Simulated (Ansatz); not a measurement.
A geometry of Ba away from equilibrium: the start of the relaxation of a relaxed Ba cell, doubled along one cell vector, shaken by Gaussian noise of σ = 0.08 Å a coordinate. Level of theory: r2SCAN (plane waves to 500 eV, PAW, scalar-relativistic; Ansatz, an electronic-structure program). Γ-centred k-mesh 5×5×4 on the run's cell (coarser than for final values), Fermi–Dirac smearing 0.05 eV.

```xyz
6
Lattice="7.3166 0.0000 0.0000 -3.6583 6.3363 0.0000 0.0000 0.0000 8.5778" Properties=species:S:1:pos:R:3 pbc="T T T"
Ba     0.0513    -0.0080     0.0341
Ba    -0.0023    -0.0240     4.4476
Ba    -0.0203     4.2830     2.3043
Ba    -0.0144     4.2396     6.3088
Ba     3.5065     2.1471     2.1687
Ba     3.6338     2.1341     6.3915
```

Q: Give the Cartesian forces on all atoms (eV/Å).

A: 
| atom | Fx | Fy | Fz |
|---|---|---|---|
| Ba1 | -0.12 | 0.04 | 0.19 |
| Ba2 | -0.05 | 0.06 | -0.18 |
| Ba3 | -0.09 | -0.05 | -0.29 |
| Ba4 | 0.03 | -0.02 | 0.31 |
| Ba5 | 0.20 | 0.00 | -0.02 |
| Ba6 | 0.03 | -0.03 | 0.00 |

Q: What is the pressure?

A: 0.0 GPa, compression positive.

No spin polarisation in the result.

Of the parent cell (P6/mmm (No. 191)): it is a generated cell of Ba: the first start was made by placing the elements on the sites of a structure type, and the end was not matched to a known phase here, so it may be hypothetical. Known forms of Ba include space group No. 229.
